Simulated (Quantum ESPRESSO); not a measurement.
Li2Ti5Hf, input and log of a self-consistent run

Simulated, not a measurement. The program is pw.x of Quantum ESPRESSO 7.5 (plane-wave density functional theory). The cell is made up: eight metal atoms on a hexagonal close-packed lattice, with elements, volume, strain and displacements drawn at random and not relaxed, so it may be unstable or far from any real phase. PseudoDojo standard norm-conserving files set the functional (PBE unless stated); there is no spin polarisation or spin-orbit coupling, the Fermi-Dirac width of 0.25 eV means electrons at about 2900 K, and the masses in the input are unused placeholders. Heavy elements are run without spin-orbit coupling, which real alloys of them have. A spin test at this wide smearing found no moment, but such smearing suppresses magnetism that the real alloy may have.

Input:

```
&control calculation='scf', pseudo_dir='./dojo.nc.sr.pbe.v0_5.standard.upf', outdir='./o', disk_io='minimal', tprnfor=.true., tstress=.true. /
&system ibrav=0, nat=8, ntyp=3, nbnd=55, ecutwfc=84.00895049, nosym=.true., tot_charge=0,
 occupations='smearing', smearing='fd', degauss=0.0183746611
/
&electrons conv_thr=1.470e-08, electron_maxstep=70, mixing_beta=0.5 /
ATOMIC_SPECIES
Hf 1.0 Hf.upf
Li 1.0 Li.upf
Ti 1.0 Ti.upf
CELL_PARAMETERS angstrom
-3.0572 0.0 0.0
0.0 0.0 -4.9634
0.0 -10.5906 0.0
ATOMIC_POSITIONS angstrom
Li -0.0416 -0.1248 -0.008
Ti 0.096 -5.2404 -0.0518
Ti 0.0816 -3.5494 -2.5014
Ti 0.0456 -8.7441 -2.4117
Hf -1.5294 -2.7248 -0.0154
Li -1.5159 -7.888 -0.0269
Ti -1.5303 -0.8526 -2.5028
Ti -1.5119 -6.1833 -2.448
K_POINTS automatic
8 5 2 1 1 1
```

The log is shortened where brackets say so; the opening notice, blank lines, dates and the lines on written files are dropped, and the path of the files is cut. It prints rydbergs, bohrs and kilobars, and counts compression as positive stress. Its total energy is the free energy E - TS of the whole cell.

```
     Program PWSCF v.7.5
     Parallel version (MPI & OpenMP), running on       4 processor cores
     Number of MPI processes:                 4
     Threads/MPI process:                     1
     [start-up lines left out]
     bravais-lattice index     =            0
     lattice parameter (alat)  =       5.7773  a.u.
     unit-cell volume          =    1084.4769 (a.u.)^3
     number of atoms/cell      =            8
     number of atomic types    =            3
     number of electrons       =        78.00
     number of Kohn-Sham states=           55
     kinetic-energy cutoff     =      84.0090  Ry
     charge density cutoff     =     336.0358  Ry
     scf convergence threshold =      1.5E-08
     mixing beta               =       0.5000
     number of iterations used =            8  plain     mixing
     Exchange-correlation= PBE
                           (   1   4   3   4   0   0   0)
     [axes and pseudopotential details left out]
   Cartesian axes
     site n.     atom                  positions (alat units)
         1        Li     tau(   1) = (  -0.0136072  -0.0408217  -0.0026168  )
         2        Ti     tau(   2) = (   0.0314013  -1.7141175  -0.0169436  )
         3        Ti     tau(   3) = (   0.0266911  -1.1609970  -0.8181997  )
         4        Ti     tau(   4) = (   0.0149156  -2.8601662  -0.7888591  )
         5        Hf     tau(   5) = (  -0.5002617  -0.8912731  -0.0050373  )
         6        Li     tau(   6) = (  -0.4958459  -2.5801387  -0.0087989  )
         7        Ti     tau(   7) = (  -0.5005561  -0.2788826  -0.8186576  )
         8        Ti     tau(   8) = (  -0.4945375  -2.0225370  -0.8007327  )
     number of k points=    40  Fermi-Dirac smearing, width (Ry)=  0.0184
                       cart. coord. in units 2pi/alat
        k(    1) = (  -0.0625000  -0.0721678  -0.0615949), wk =   0.0500000
        k(    2) = (  -0.0625000   0.0721678  -0.0615949), wk =   0.0500000
     [further k points left out]
     Dense  grid:   112835 G-vectors     FFT dimensions: (  36,  60, 120)
     Estimated max dynamical RAM per process >     290.07 MB
     Estimated total dynamical RAM >       1.05 GB
     Initial potential from superposition of free atoms
     starting charge      77.9811, renormalised to      78.0000
     Starting wfcs are   64 randomized atomic wfcs
     total cpu time spent up to now is        9.9 secs
     per-process dynamical memory:   217.7 Mb
     Self-consistent Calculation
     iteration #  1     ecut=    84.01 Ry     beta= 0.50
     Davidson diagonalization with overlap
     ethr =  1.00E-02,  avg # of iterations =  3.1
     Threshold (ethr) on eigenvalues was too large:
     Diagonalizing with lowered threshold
     Davidson diagonalization with overlap
     ethr =  7.77E-04,  avg # of iterations =  4.8
     total cpu time spent up to now is       43.0 secs
     total energy              =    -734.76965020 Ry
     estimated scf accuracy    <       0.61863921 Ry
     iteration #  2     ecut=    84.01 Ry     beta= 0.50
     Davidson diagonalization with overlap
     ethr =  7.93E-04,  avg # of iterations =  9.1
     total cpu time spent up to now is       69.3 secs
     total energy              =    -732.32398793 Ry
     estimated scf accuracy    <     109.37709286 Ry
     iteration #  3     ecut=    84.01 Ry     beta= 0.50
     Davidson diagonalization with overlap
     ethr =  7.93E-04,  avg # of iterations =  8.4
     total cpu time spent up to now is       90.8 secs
     total energy              =    -735.04439074 Ry
     estimated scf accuracy    <       0.41283752 Ry
     iteration #  4     ecut=    84.01 Ry     beta= 0.50
     Davidson diagonalization with overlap
     ethr =  5.29E-04,  avg # of iterations =  9.6
     total cpu time spent up to now is      111.4 secs
     total energy              =    -734.90930120 Ry
     estimated scf accuracy    <       6.72181044 Ry
     iteration #  5     ecut=    84.01 Ry     beta= 0.50
     Davidson diagonalization with overlap
     ethr =  5.29E-04,  avg # of iterations =  2.8
     total cpu time spent up to now is      125.1 secs
     total energy              =    -735.07099438 Ry
     estimated scf accuracy    <       0.77559555 Ry
     [iterations 6 to 16 left out]
     iteration # 17     ecut=    84.01 Ry     beta= 0.50
     Davidson diagonalization with overlap
     c_bands:  1 eigenvalues not converged
     ethr =  1.53E-09,  avg # of iterations =  3.9
     total cpu time spent up to now is      310.4 secs
     total energy              =    -735.10943830 Ry
     estimated scf accuracy    <       0.00000075 Ry
     iteration # 18     ecut=    84.01 Ry     beta= 0.50
     Davidson diagonalization with overlap
     ethr =  9.57E-10,  avg # of iterations =  4.6
     total cpu time spent up to now is      325.0 secs
     total energy              =    -735.10943838 Ry
     estimated scf accuracy    <       0.00000042 Ry
     iteration # 19     ecut=    84.01 Ry     beta= 0.50
     Davidson diagonalization with overlap
     ethr =  5.44E-10,  avg # of iterations =  1.6
     total cpu time spent up to now is      336.8 secs
     total energy              =    -735.10943840 Ry
     estimated scf accuracy    <       0.00000008 Ry
     iteration # 20     ecut=    84.01 Ry     beta= 0.50
     Davidson diagonalization with overlap
     ethr =  9.95E-11,  avg # of iterations =  6.5
     total cpu time spent up to now is      352.8 secs
     total energy              =    -735.10943841 Ry
     estimated scf accuracy    <       0.00000003 Ry
     iteration # 21     ecut=    84.01 Ry     beta= 0.50
     Davidson diagonalization with overlap
     ethr =  3.78E-11,  avg # of iterations =  3.3
     total cpu time spent up to now is      366.6 secs
     End of self-consistent calculation
     [lines on levels left out]
!    total energy              =    -735.10943841 Ry
     estimated scf accuracy    <          7.3E-09 Ry
     smearing contrib. (-TS)   =      -0.19004863 Ry
     internal energy E=F+TS    =    -734.91938979 Ry
     The total energy is F=E-TS. E is the sum of the following terms:
     one-electron contribution =    -397.41240386 Ry
     hartree contribution      =     210.13853768 Ry
     xc contribution           =    -121.99662360 Ry
     ewald contribution        =    -425.64890001 Ry
     convergence has been achieved in  21 iterations
     Forces acting on atoms (cartesian axes, Ry/au):
     atom    1 type  2   force =     0.00164993    0.02310341    0.00036813
     atom    2 type  3   force =    -0.01161102   -0.01265666    0.00408147
     atom    3 type  3   force =    -0.01013600    0.00060843   -0.00004693
     atom    4 type  3   force =    -0.00252963   -0.00113147   -0.01035172
     atom    5 type  1   force =     0.01036274   -0.00244739   -0.00152507
     atom    6 type  2   force =     0.00205923   -0.00346720    0.00945113
     atom    7 type  3   force =     0.00183976   -0.01088878    0.00233666
     atom    8 type  3   force =     0.00836499    0.00687967   -0.00431367
     Total force =     0.039381     Total SCF correction =     0.000380
     Computing stress (Cartesian axis) and pressure
          total   stress  (Ry/bohr**3)                   (kbar)     P=      -52.07
  -0.00042008   0.00002956  -0.00000338          -61.80        4.35       -0.50
   0.00002956  -0.00042582  -0.00000395            4.35      -62.64       -0.58
  -0.00000338  -0.00000395  -0.00021599           -0.50       -0.58      -31.77
     init_run     :      7.38s CPU      7.64s WALL (       1 calls)
     electrons    :    355.00s CPU    356.76s WALL (       1 calls)
     forces       :      1.85s CPU      1.88s WALL (       1 calls)
     stress       :      7.51s CPU      7.52s WALL (       1 calls)
     [timing details left out]
     PWSCF        :   6m13.95s CPU   6m16.10s WALL
     JOB DONE.
```

In other units: free energy -10001.673 eV for the cell, pressure -5.21 GPa, largest force component 0.594 eV/Å in size. The run took 378 s of wall time with four MPI processes on a shared machine (Intel Xeon, older, virtual cores), so the time is rough. A rerun of this cell at a higher cutoff and on a denser mesh moved values by no more than 0.002 eV in energy, 0.02 GPa in stress and 0.003 eV/Å in force, and a second program with other atomic files agreed on that cell to 2 % rms in force and 0.5 GPa in pressure.